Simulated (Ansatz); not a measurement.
Cd (hcp, Mg type)

```xyz
2
Lattice="2.9620 0.0000 0.0000 -1.4810 2.5652 0.0000 0.0000 0.0000 5.7980" Properties=species:S:1:pos:R:3 pbc="T T T"
Cd     0.0000     1.7101     4.3485
Cd     1.4810     0.8551     1.4495
```

The volume is varied about the relaxed value V₀ at fixed cell shape. Symmetry pins the atoms to their sites.

Method: r2SCAN (plane waves to 500 eV, PAW, scalar-relativistic; Ansatz, a program for electronic structure). k mesh 18×18×8 (Γ-centred), Fermi-Dirac smearing 0.05 eV. E stands for the smeared free energy. Stress and pressure are positive under compression. With the shape held, the modulus is that of even scaling; a crystal free to change shape is softer. Cd was relaxed with its symmetry unable to fall. The zero of ΔE is the relaxed starting cell. The last digit holds for this mesh only.

| V (Å³/atom) | ΔE (meV/atom) |
|---|---|
| 20.705 | 16.3 |
| 20.926 | 11.0 |
| 21.146 | 6.9 |
| 21.366 | 3.8 |
| 21.586 | 1.7 |
| 21.807 | 0.4 |
| 22.027 | 0.0 |
| 22.247 | 0.4 |
| 22.467 | 1.5 |
| 22.688 | 3.3 |
| 22.908 | 5.8 |
| 23.128 | withheld |
| 23.348 | 12.4 |

**Question.** Fit a third-order Birch-Murnaghan form (E₀, V₀, B₀, B₀′ free) to the given rows and predict ΔE at V = 23.128.

**Answer.** Least squares on the 12 given rows: ΔE = E₀ + (9V₀B₀/16)·y²·[2 + (B₀′ − 4)y], y = (V₀/V)^(2/3) − 1, with V₀ = 22.027 Å³/atom, B₀ = 57.17 GPa (160.2 GPa = 1 eV/Å³; the term in eV is multiplied by 1000), B₀′ = 5.77, E₀ = 0.01 meV/atom; root-mean-square residual 0.02 meV/atom. At 23.128 the fit gives 8.8 meV/atom; the calculation gives 8.8 meV/atom, the same to the digits shown. For the pressure the fit gives -2.4 GPa against the computed -2.4 GPa.

(A scan under strain: stresses follow from slopes of the energy per volume, elastic moduli from its curvatures.)
